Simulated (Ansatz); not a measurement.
Relax this structure to zero stress and force, keeping its symmetry:

```cif
data_structure
_symmetry_space_group_name_H-M 'R-3m:H'
_symmetry_Int_Tables_number 166
_cell_length_a 4.5780
_cell_length_b 4.5780
_cell_length_c 26.0520
_cell_angle_alpha 90.000
_cell_angle_beta 90.000
_cell_angle_gamma 120.000
_cell_volume 472.85
loop_
_atom_site_label
_atom_site_type_symbol
_atom_site_symmetry_multiplicity
_atom_site_Wyckoff_symbol
_atom_site_fract_x
_atom_site_fract_y
_atom_site_fract_z
_atom_site_occupancy
Ba1 Ba 3 a 0.00000 0.00000 0.00000 1
Li1 Li 6 c 0.66667 0.33333 0.76274 1
Mg1 Mg 6 c 0.00000 0.00000 0.86439 1
Si1 Si 6 c 0.00000 0.00000 0.75790 1
```

The calculation used Ansatz, DFT r2SCAN, scalar-relativistic, plane waves, PAW.

Settings: cutoff 500 eV, Γ-centred mesh 9×9×9 on the computed 7-atom cell, Gaussian smearing of 0.10 eV; no spin polarisation.

Task: What does it relax to?

Result: The volume rises by 0.02 Å³/atom to 22.53 Å³/atom, and the energy falls by 0.5 meV/atom. Final structure:
```yaml
crystal:
  lattice:
    - [2.28428, 1.31883, 8.72619]
    - [-2.28428, 1.31883, 8.72619]
    - [0.00000, -2.63766, 8.72619]
  atoms:
    - { symbol: Ba, position: [0.00000, 0.00000, 0.00000] }
    - { symbol: Li, position: [0.43023, 0.43023, 0.43023] }
    - { symbol: Li, position: [0.56977, 0.56977, 0.56977] }
    - { symbol: Mg, position: [0.86426, 0.86426, 0.86426] }
    - { symbol: Mg, position: [0.13574, 0.13574, 0.13574] }
    - { symbol: Si, position: [0.75874, 0.75874, 0.75874] }
    - { symbol: Si, position: [0.24126, 0.24126, 0.24126] }
```

Course of the relaxation (steps run on the plane waves of an earlier cell, and the basis is chosen afresh near the end, so energy and pressure can step there; trial steps that raised the energy were taken back; energies are free energies):

| step | E − E_final (meV/atom) | largest force component (eV/Å) | P (GPa) | V (Å³/atom) |
| --- | --- | --- | --- | --- |
| 1 | 0.5 | 0.094 | -0.04 | 22.52 |
| 2 | 0.2 | 0.071 | 0.09 | 22.51 |
| 3 | 0.0 | 0.006 | 0.00 | 22.53 |
| 4 | 0.0 | 0.002 | 0.00 | 22.53 |
| 5 | 0.0 | 0.002 | 0.00 | 22.53 |